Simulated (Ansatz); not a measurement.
Input and command of a plane-wave DFT calculation in Ansatz:

```yaml
crystal:
  lattice:
    - [0.0, 2.7350468821, 2.7350468821]
    - [2.7350468821, 0.0, 2.7350468821]
    - [2.7350468821, 2.7350468821, 0.0]
  atoms:
    - { symbol: Si, position: [0.75, 0.75, 0.75] }
    - { symbol: Si, position: [0.5, 0.5, 0.5] }
basis:
  ecutwfc: 420
  xc_grid: 2
kpoints:
  mp_grid: { grid: [8, 8, 8] }
  band_path: { path: [VBM, CBM], npoints: 2 }
hamiltonian:
  xc: pbe
scf:
  occupations: { method: gaussian, width: 0.01 }
output:
  forces: true
  stress: true
  eigenvalues: true
```

```bash
ansatz run input.yaml --threads 4 --pin off --max-ram 8192MiB --backend cpu --events-out ev --progress --plain --runs-dir out
```

Processor: Arm Neoverse V1, 4 threads, on a host shared with other jobs.

Question: Estimate time, memory and problem size.

Answer: About 1.1 s on 4 threads of Arm Neoverse V1 (shared host), peak memory 0.27 GiB. It solves 8 bands at 29 k points (the mesh reduced by the symmetry that the task leaves, which can be less than the crystal's) with about 821 plane waves, in 6 SCF iterations.
